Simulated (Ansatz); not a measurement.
# WC-type GdN

The computed numbers are results of PBEsol, scalar-relativistic (collinear spin) in the plane-wave PAW code Ansatz at 420 eV, Γ-centred 10×10×10 mesh, 0.05 eV Gaussian smearing. The datasets are Ansatz's generated set soft_2.

```
Gd N
1.0
     3.35297    0.00000    0.00000
    -1.67649    2.90376    0.00000
     0.00000    0.00000    3.04953
Gd N
1 1
Direct
  0.00000 0.00000 0.00000
  0.66667 0.33333 0.50000
```

This is a trial structure; measured cells of the compound in the Crystallography Open Database are in space group Fm-3m (rock salt).

Magnetic state: ferromagnetic, site spin moments Gd 6.83 μB.

The cell has space group P-6m2 (read at 0.01 Å). In it the stress is 0.00, 0.00, 0.00, 0.00, 0.00, 0.00 GPa and the largest force component 0.000 eV/Å. Each change below starts from this cell, without further relaxation. Stress is in GPa, positive in compression, in the order xx, yy, zz, yz, xz, xy; energies are counted from the cell above and are free energies with the smearing's entropy, which match forces and stress in a metal.

Q: What happens when atom 2 (N) is moved by 0.20 Å along z?

A: The energy changes by -3.1 meV per cell, and the force on it along the shift is -0.140 eV/Å (−F/u = 0.70 eV/Å²). Stress: 1.85, 1.85, 1.73, 0.00, 0.00, 0.00. The gap on the mesh goes from zero (metallic) to 0.53 eV. Spin moments: Gd 6.79 μB.
| atom | Fx (eV/Å) | Fy | Fz |
| --- | --- | --- | --- |
| Gd1 | 0.000 | 0.000 | 0.140 |
| N2 | 0.000 | 0.000 | -0.140 |
In a harmonic crystal the energy would rise by −½F·u = ½ × 0.70 × 0.20² eV = 14.0 meV, so the response isn't harmonic at this size, the electronic state shifts or, in a metal, the mesh is too coarse for so small an energy.

Q: What stress follows from an engineering strain of 3 % in yz, atoms carried along?

A: 0.14, 0.11, 0.08, 0.75, 0.00, 0.00 GPa; the energy changes by -2.2 meV per cell.
```
atom  Fx (eV/Å)      Fy      Fz
 Gd1      0.000   0.010   0.002
  N2      0.000  -0.010  -0.002
```
The stress changes with the wrong sign for a stable crystal (a clamped-atom constant of about -25 GPa), so the cell is unstable against this strain on this mesh; in a metal a finer mesh can change the sign.

Exchange splits the half-filled 4f shell away from the Fermi level; the metal comes from a small overlap of other bands, which can be the functional's gap error. No spin–orbit coupling, a notable omission for heavy elements. The run wasn't fully tested for a lower electronic state. Site moments are of spin, integrated over atomic spheres. A displaced or strained copy of the relaxed cell lay 1.6 meV/atom lower, so the structure isn't a true minimum at this level, unless the mesh, which matters in a metal, makes it so. No antiparallel order was tried.
